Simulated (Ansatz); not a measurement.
Nb2CS in space group P6_3/mmc (No. 194; Nb on 4f, C on 2a, S on 2d) at seven volumes, plane-wave PAW PBEsol (Ansatz code), shape and atoms relaxed at each. One row is withheld.

| V (Å³/atom) | P (GPa) |
|---|---|
| 12.164 | 24.90 |
| 12.565 | 15.19 |
| 12.966 | 6.96 |
| 13.367 | 0.00 |
| 13.768 | -5.92 |
| 14.169 | -10.89 |
| 14.570 | ? |

### Question
Fit the shown pressures and predict the withheld one.

### Answer
P = (3/2)B₀(x^(7/2) − x^(5/2))[1 + (3/4)(B′ − 4)(x − 1)] with x = (V₀/V)^(2/3). Least squares on the six rows gives V₀ = 13.367 Å³/atom, B₀ = 213 GPa, B′ = 4.52. At V = 14.570, x = 0.9442 and P = -15.12 GPa. The run itself gave -14.85 GPa.

The workflow started from a Materials Project entry (that database holds measured and hypothetical structures alike); the Crystallography Open Database copy checked does not list it. Its standing as an ambient phase is unchecked. The cell was relaxed with PBEsol under the symmetry of its start; of distortions, only those at the zone centre were tested. The run is not spin-polarised.

Potentials: the later of the program's two PAW sets.
